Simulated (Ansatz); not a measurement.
## AlPt (Pm-3m), a vibration from a frozen displacement

All numbers below come from DFT PBEsol, scalar-relativistic, plane waves, PAW in Ansatz. Settings: plane waves to 420 eV, k-mesh 16×16×16 (Γ-centred), Gaussian smearing 0.15 eV. Spin–orbit coupling is left out, which matters for the heavy elements here. No spin polarisation. Energies are free energies at this smearing, counted from the undisturbed cell; pressure is positive in compression.

The undisturbed cell (as given, not relaxed at this level; it stands at -5.7 GPa, and it needn't be the usual structure):

```
Al Pt
1.0
     3.09155    0.00000    0.00000
     0.00000    3.09155    0.00000
     0.00000    0.00000    3.09155
Al Pt
1 1
Direct
  0.00000 0.00000 0.00000
  0.50000 0.50000 0.50000
```

Every Al atom is moved by x along the Cartesian unit vector (-1.000, 0.000, 0.000); the cell and all other atoms stay fixed. The cell's volume is 29.55 Å³; the moved atoms weigh 26.982 u together and the others 195.084 u. Some rows repeat others by symmetry and weren't run.

```csv
x (Å),ΔE (meV/cell),total force on the moved atoms along the move (eV/Å),pressure (GPa)
-0.5000,485.49,2.0471,8.6686
-0.4375,366.58,1.7583,5.4635
-0.3750,265.57,1.4755,2.6069
-0.3125,181.94,1.2025,0.1316
-0.2500,115.01,0.9414,-1.9337
-0.1250,28.22,0.4545,-4.7432
0.0000,0.00,0.0000,-5.6932
0.1250,28.22,-0.4545,-4.7432
0.2500,115.01,-0.9414,-1.9337
0.3125,181.94,-1.2025,0.1316
0.3750,265.57,-1.4755,2.6069
0.4375,366.58,-1.7583,5.4635
0.5000,485.49,-2.0471,8.6686
```

What frequency belongs to this motion?

The force constant is k = −dF/dx = 3.636 eV/Å², from the parabola through x = -0.1250, 0 and 0.1250. In every cell the moved atoms swing against the rest, so the mass is μ = m₁m₂/(m₁ + m₂) = 23.703 u, and ν̃ = 521.5 cm⁻¹ × √(|k|/μ) = 204 cm⁻¹, at this cell's pressure of -5.7 GPa. To first order in x, and within 1 %, the force on every atom lies along the move and, within each of the two groups, in proportion to the atom's mass, so this is itself a mode at the zone centre of this cell.

How far does the harmonic law reach?

At x = -0.500 Å, kx²/2 = 454.50 meV against the computed 485.49 meV (+6.8 %): the well is still close to harmonic there.

The pressure changes with x². What does that say about the frequency under compression?

With E = k(V)x²/2, k ∝ V^(−2γ) and x scaling with the cell as V^(1/3), P − P0 = −∂E/∂V = (2γ − 2/3) ΔE/V. At x = 0.2500 Å, V(P − P0) = 29.55 × 3.75948 / 160.2 eV = 693.34 meV and ΔE = 115.01 meV, so γ = 1/3 + V(P − P0)/(2ΔE) = 3.35. This is the Grüneisen parameter of the motion under uniform scaling of the cell: shrinking the cell evenly by 1 % in volume raises the frequency by about 3.35 %.

In a metal these slopes depend on the k mesh and the smearing.